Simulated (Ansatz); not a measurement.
Mo$_{3}$Ir (Cu3Au type, Pm-3m) at seven volumes, DFT-PBE in the program Ansatz with PAW potentials, scaled uniformly. One row is withheld.

```csv
V (Å³/atom),P (GPa)
14.060,31.83
14.523,19.46
14.987,?
15.450,0.00
15.914,-7.61
16.377,-14.09
16.841,-19.58
```

Q: Fit the shown pressures and predict the withheld one.

A: Third-order Birch–Murnaghan: P = (3/2)B₀(x^(7/2) − x^(5/2))[1 + (3/4)(B′ − 4)(x − 1)] with x = (V₀/V)^(2/3). Least squares on the six rows gives V₀ = 15.450 Å³/atom, B₀ = 274.4 GPa, B′ = 4.39. At V = 14.987, x = 1.0205 and P = 8.93 GPa. The run itself gave 8.94 GPa.

The cell is a constructed one: a structure type filled with these elements; neither database checked (COD, Materials Project) lists it. Its standing as an ambient phase is unchecked. The PBE relaxation kept the symmetry of its start; whether a distortion lowers the energy is not shown. No spin polarisation was allowed. Spin–orbit coupling is left out wherever it is not named.

Potentials: the earlier of the program's two PAW sets.
